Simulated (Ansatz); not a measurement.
Property card for NiSb

NiSb:
```cif
data_NiSb
_chemical_formula_sum 'Ni1 Sb1'
_space_group_name_H-M_alt 'P 1'
_space_group_IT_number 1
_cell_length_a 3.23451
_cell_length_b 3.23451
_cell_length_c 3.23451
_cell_angle_alpha 90.000
_cell_angle_beta 90.000
_cell_angle_gamma 90.000
loop_
_space_group_symop_operation_xyz
  'x, y, z'
loop_
_atom_site_label
_atom_site_type_symbol
_atom_site_fract_x
_atom_site_fract_y
_atom_site_fract_z
_atom_site_occupancy
Ni1 Ni 0.00000 0.00000 0.00000 1
Sb1 Sb 0.50000 0.50000 0.50000 1
```

Space group Pm-3m (No. 221), CsCl type; conventional cell a = b = c = 3.2345 Å, α = β = γ = 90.00°.

Method: plane-wave PAW r²SCAN (Ansatz code). Structure relaxed to zero pressure with the same functional. Other levels are named where they apply.

**Cell and energy**

- Volume per atom: 16.92 Å³
- Density: 8.85 g/cm³
- Formation energy from the elements (no fitted shifts): 0.25 eV/atom

**Electronic structure**

* **Electronic character**: metallic (no gap)
* **Density of states at the Fermi level**: 0.51 states/eV per atom (mean over ±0.08 eV)
* **Gap with spin–orbit coupling**: none (metallic)

**Magnetism**

* **Magnetic order**: non-magnetic (starting moments vanished)

**Mechanics**

- Bulk modulus (Birch–Murnaghan fit) = 115 GPa
- Pressure derivative B′ = 5.1
- Elastic constants (relaxed ions, GPa) = C11 = 131, C12 = 108, C44 = 1.1
- Mechanical stability = marginal (the smallest eigenvalue of C is near zero)

**Charges**

* **Bader charges**: Ni -0.06, Sb +0.06 e

The cell is a constructed one: a structure type filled with these elements; neither database checked (COD, Materials Project) lists it. COD files the formula under space group No. 194. Its standing as an ambient phase is unchecked. Symmetry was held in the r²SCAN relaxation; its stability against distortions is not shown here. The workflow began spin-polarised and lost its moments. The cell computed holds one magnetic atom, so no antiferromagnetic order was within reach. As this level gives no gap, shear constants depend on the k-mesh and smearing (Fermi–Dirac, 0.1 eV here). The references are the lowest solids computed at this level, not always the standard phases. Scalar-relativistic: spin–orbit coupling is off unless named, which matters more the heavier the elements.

Potentials: the earlier of the program's two PAW sets. The files were generated under PBE; for other functionals the program regenerates the frozen cores, and for LDA and PBEsol the local potential too.
